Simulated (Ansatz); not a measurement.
**Eigenvalues along a path: YTl**

```yaml
crystal:
  lattice:
    - [3.77760, 0.00000, 0.00000]
    - [0.00000, 3.77760, 0.00000]
    - [0.00000, 0.00000, 3.77760]
  atoms:
    - { symbol: Y, position: [0.50000, 0.50000, 0.50000] }
    - { symbol: Tl, position: [0.00000, 0.00000, 0.00000] }
```

The base volume is that of a database entry, with shape and atoms relaxed on PAW files at held volume, so it needn't be at zero pressure; the structure needn't be the stable phase, at rest or compressed.

All numbers are PBEsol results (scalar-relativistic) from Ansatz 0.2.0, with a Γ-centred 10×10×10 k mesh, Fermi–Dirac smearing of 0.05 eV, no spin polarisation. Methods: LAPW: all electrons, basis error target 1 meV/atom.

Spin–orbit coupling is left out, which matters for the heavy atoms.

Path points, in fractions of the reciprocal vectors: Γ (0.000, 0.000, 0.000), X (0.000, 0.500, 0.000), M (0.500, 0.500, 0.000), R (0.500, 0.500, 0.500). The distance column jumps between branches of the path. Levels in eV from the Fermi level; bands 21 to 36, counted from the lowest band of the run. The gap is zero, the pressure -1.81 GPa.

```
# k(1/Å) point b21 b22 b23 b24 b25 b26 b27 b28 b29 b30 b31 b32 b33 b34 b35 b36
0.000 Γ -22.94 -22.94 -22.94 -11.59 -11.59 -11.36 -11.36 -11.36 -8.90 -0.11 -0.11 3.06 3.06 3.06 3.45 3.45
0.119 - -22.95 -22.94 -22.94 -11.59 -11.58 -11.37 -11.37 -11.36 -8.84 -0.18 -0.10 2.59 2.59 2.69 3.45 3.98
0.238 - -22.98 -22.94 -22.94 -11.59 -11.54 -11.37 -11.37 -11.36 -8.65 -0.51 -0.08 2.03 2.03 2.24 3.44 4.71
0.356 - -23.02 -22.94 -22.94 -11.58 -11.49 -11.39 -11.39 -11.36 -8.35 -1.22 -0.05 1.55 1.55 2.27 3.41 5.49
0.475 - -23.07 -22.93 -22.93 -11.57 -11.43 -11.40 -11.40 -11.35 -7.94 -2.14 -0.02 1.15 1.15 2.70 3.39 6.32
0.594 - -23.11 -22.93 -22.93 -11.56 -11.41 -11.41 -11.38 -11.35 -7.47 -3.04 0.01 0.86 0.86 3.36 3.37 7.20
0.713 - -23.14 -22.93 -22.93 -11.56 -11.42 -11.42 -11.34 -11.34 -7.02 -3.77 0.03 0.68 0.68 3.36 4.05 7.25
0.832 X -23.15 -22.93 -22.93 -11.55 -11.42 -11.42 -11.34 -11.33 -6.82 -4.07 0.04 0.62 0.62 3.35 4.41 6.95
0.950 - -23.15 -22.94 -22.93 -11.54 -11.43 -11.42 -11.35 -11.33 -6.80 -3.99 0.09 0.53 0.68 3.29 4.41 6.61
1.069 - -23.14 -22.96 -22.92 -11.52 -11.46 -11.43 -11.37 -11.31 -6.75 -3.74 0.23 0.26 0.86 3.12 4.41 5.94
1.188 - -23.14 -23.00 -22.92 -11.50 -11.49 -11.44 -11.39 -11.28 -6.66 -3.35 -0.14 0.40 1.14 2.89 4.39 5.28
1.307 - -23.13 -23.04 -22.91 -11.54 -11.48 -11.45 -11.42 -11.23 -6.55 -2.85 -0.59 0.50 1.49 2.68 4.34 4.75
1.426 - -23.12 -23.08 -22.91 -11.57 -11.47 -11.46 -11.44 -11.19 -6.43 -2.28 -1.01 0.41 1.87 2.50 4.35 4.38
1.544 - -23.12 -23.10 -22.91 -11.60 -11.47 -11.46 -11.46 -11.16 -6.33 -1.72 -1.31 0.11 2.20 2.38 4.15 4.45
1.663 M -23.11 -23.11 -22.90 -11.60 -11.47 -11.47 -11.47 -11.15 -6.29 -1.42 -1.42 -0.11 2.34 2.34 4.08 4.51
1.831 - -23.11 -23.10 -22.91 -11.59 -11.47 -11.46 -11.46 -11.17 -6.37 -1.78 -1.36 0.27 2.12 2.38 4.19 4.38
1.999 - -23.09 -23.08 -22.91 -11.54 -11.48 -11.45 -11.43 -11.24 -6.69 -2.08 -1.19 0.67 1.73 2.50 4.09 4.20
2.167 - -23.06 -23.05 -22.92 -11.50 -11.48 -11.43 -11.40 -11.33 -7.23 -1.87 -0.95 0.76 1.47 2.69 3.79 4.03
2.335 - -23.02 -23.01 -22.93 -11.53 -11.43 -11.43 -11.40 -11.37 -7.86 -1.20 -0.67 0.72 1.48 2.93 3.53 3.93
2.503 - -22.98 -22.97 -22.94 -11.56 -11.51 -11.39 -11.38 -11.36 -8.41 -0.43 -0.39 0.95 1.79 3.18 3.30 3.90
2.671 - -22.95 -22.95 -22.94 -11.58 -11.57 -11.37 -11.37 -11.36 -8.78 -0.19 -0.14 1.95 2.38 3.13 3.38 3.83
2.839 Γ -22.94 -22.94 -22.94 -11.59 -11.59 -11.36 -11.36 -11.36 -8.90 -0.11 -0.11 3.06 3.06 3.06 3.45 3.45
3.045 - -22.95 -22.95 -22.95 -11.57 -11.57 -11.37 -11.37 -11.36 -8.71 -0.18 -0.18 1.56 2.59 2.59 3.97 3.97
3.251 - -22.98 -22.97 -22.97 -11.51 -11.51 -11.39 -11.39 -11.38 -8.19 -0.35 -0.35 0.23 1.97 1.97 4.14 4.71
3.457 - -23.01 -23.00 -23.00 -11.44 -11.42 -11.42 -11.42 -11.42 -7.45 -0.66 -0.66 -0.37 1.58 1.58 4.03 5.39
3.662 - -23.04 -23.04 -23.04 -11.50 -11.46 -11.46 -11.32 -11.32 -6.64 -1.21 -1.21 -0.26 1.73 1.73 3.22 5.86
3.868 - -23.07 -23.07 -23.07 -11.52 -11.48 -11.48 -11.23 -11.23 -5.82 -1.82 -1.82 -0.28 2.36 2.36 2.39 5.97
4.074 - -23.09 -23.09 -23.09 -11.51 -11.50 -11.50 -11.17 -11.17 -4.94 -2.27 -2.27 -1.53 3.25 3.28 3.28 5.44
4.280 R -23.10 -23.10 -23.10 -11.50 -11.50 -11.50 -11.14 -11.14 -4.31 -2.43 -2.43 -2.43 4.15 4.15 4.15 4.63
4.448 - -23.10 -23.09 -23.09 -11.51 -11.50 -11.50 -11.17 -11.15 -4.77 -2.36 -2.31 -1.76 3.32 3.33 3.93 4.84
4.616 - -23.10 -23.06 -23.06 -11.53 -11.49 -11.49 -11.23 -11.17 -5.46 -2.24 -1.96 -0.45 2.31 2.41 3.42 4.85
4.784 - -23.11 -23.03 -23.03 -11.54 -11.47 -11.46 -11.32 -11.21 -6.03 -2.35 -1.42 0.94 1.60 1.86 2.95 4.76
4.952 - -23.13 -22.99 -22.99 -11.52 -11.45 -11.43 -11.41 -11.25 -6.42 -2.85 -0.76 0.94 1.47 2.14 3.47 4.62
5.120 - -23.14 -22.96 -22.96 -11.49 -11.48 -11.44 -11.39 -11.29 -6.66 -3.45 -0.10 0.45 1.10 2.75 4.49 4.94
5.288 - -23.15 -22.94 -22.93 -11.54 -11.44 -11.42 -11.36 -11.32 -6.78 -3.91 0.14 0.42 0.75 3.21 4.42 6.32
5.456 X -23.15 -22.93 -22.93 -11.55 -11.42 -11.42 -11.34 -11.33 -6.82 -4.07 0.04 0.62 0.62 3.35 4.41 6.95
6.632 R -23.10 -23.10 -23.10 -11.50 -11.50 -11.50 -11.14 -11.14 -4.31 -2.43 -2.43 -2.43 4.15 4.15 4.15 4.63
6.751 - -23.10 -23.10 -23.09 -11.51 -11.50 -11.50 -11.16 -11.14 -4.57 -2.39 -2.39 -2.04 3.37 4.04 4.04 4.63
6.870 - -23.10 -23.10 -23.06 -11.52 -11.49 -11.49 -11.20 -11.14 -5.04 -2.27 -2.27 -1.19 2.40 3.75 3.75 4.61
6.988 - -23.10 -23.10 -23.02 -11.54 -11.49 -11.49 -11.27 -11.14 -5.49 -2.09 -2.09 -0.13 1.54 3.37 3.37 4.58
7.107 - -23.11 -23.11 -22.98 -11.56 -11.48 -11.48 -11.34 -11.15 -5.84 -1.87 -1.87 0.84 1.03 2.99 2.99 4.56
7.226 - -23.11 -23.11 -22.94 -11.58 -11.47 -11.47 -11.40 -11.15 -6.09 -1.65 -1.65 0.32 2.25 2.66 2.66 4.53
7.345 - -23.11 -23.11 -22.91 -11.60 -11.47 -11.47 -11.45 -11.15 -6.24 -1.49 -1.49 0.00 2.43 2.43 3.41 4.52
7.464 M -23.11 -23.11 -22.90 -11.60 -11.47 -11.47 -11.47 -11.15 -6.29 -1.42 -1.42 -0.11 2.34 2.34 4.08 4.51
```
